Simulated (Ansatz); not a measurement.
**Two-dimensional strain map in Mo**

Computed with DFT r2SCAN, scalar-relativistic, plane waves, PAW in Ansatz. The runs took a 500 eV cutoff, a Γ-centred 18×18×18 mesh and Gaussian smearing (0.15 eV). No spin polarisation. Energies are free energies at this smearing, counted from the undisturbed cell; pressure is positive in compression.

The starting cell (as given, not relaxed at this level; it stands at 0.5 GPa; this form isn't the usual structure):

```
Mo
1.0
     2.73551    0.00000    0.00000
    -1.36776    2.36902    0.00000
     0.00000    0.00000    2.55518
Mo
1
Direct
  0.00000 0.00000 0.50000
```

The cell is strained by p along both x and y and by q along z, fractional coordinates fixed. Points are written (p, q).

Energy above the undisturbed cell in meV/atom (a dash: not computed):

```
 p \ q  -0.030  -0.015  0.000  0.015  0.030
-0.030       ?    83.9   73.6   74.8   85.5
-0.015    44.0    26.8      ?   26.9   41.9
 0.000       ?     0.7    0.0    9.7   28.8
 0.015     6.7       ?    5.9   19.8   42.6
 0.030    24.0    25.3   35.2   53.5   80.0
```

**Question.** Fill in the withheld energies.

**Answer.** (-0.030, -0.030): 106.9; (-0.015, 0.000): 21.2; (0.000, -0.030): 12.1; (0.015, -0.015): 1.5.